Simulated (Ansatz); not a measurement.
Rigid cleavage in InSb3

Method: DFT PBEsol, scalar-relativistic, plane waves, PAW (Ansatz). The runs took a 420 eV cutoff, a Γ-centred 10×10×4 mesh and Gaussian smearing (0.15 eV). No spin polarisation. Energies are free energies at this smearing, counted from the undisturbed cell; pressure is positive in compression.

Zero of the scan (relaxed at this level; it needn't be the usual structure):

```
In Sb
1.0
     0.00000   -4.72824    0.00000
     0.00000    0.00000   -4.72824
    14.18471    0.00000    0.00000
In Sb
3 9
Direct
  0.00000 0.00000 0.91665
  0.00000 0.00000 0.24998
  0.00000 0.00000 0.58332
  0.00000 0.50000 0.08332
  0.00000 0.50000 0.41665
  0.00000 0.50000 0.74998
  0.50000 0.50000 0.24998
  0.50000 0.50000 0.58332
  0.50000 0.50000 0.91665
  0.50000 0.00000 0.08332
  0.50000 0.00000 0.41665
  0.50000 0.00000 0.74998
```

The cut lies on the cell's a–b face, a (1 0 0) plane (indices in the standard cell, whose axes needn't be the Cartesian ones shown) of area 22.36 Å², between layers 2.36 Å apart. Vector c is lengthened by d along the normal with the atoms' Cartesian places fixed: one unrelaxed cut a cell. The cell is metallic on the mesh throughout.

```tsv
d (Å)	energy (J/m²)
0.00	0.00
0.50	0.17
1.00	0.43
2.00	0.78
3.00	0.89
```

Question: Predict the traction dE/dd (GPa) at each point.

Answer:
| d (Å) | traction dE/dd (GPa) |
| --- | --- |
| 0.00 | 0.2 |
| 0.50 | 5.1 |
| 1.00 | 5.0 |
| 2.00 | 2.0 |
| 3.00 | 0.4 |

Cost: 5 runs of about 17 core-minutes in all, on Arm Neoverse V2 (shared hosts).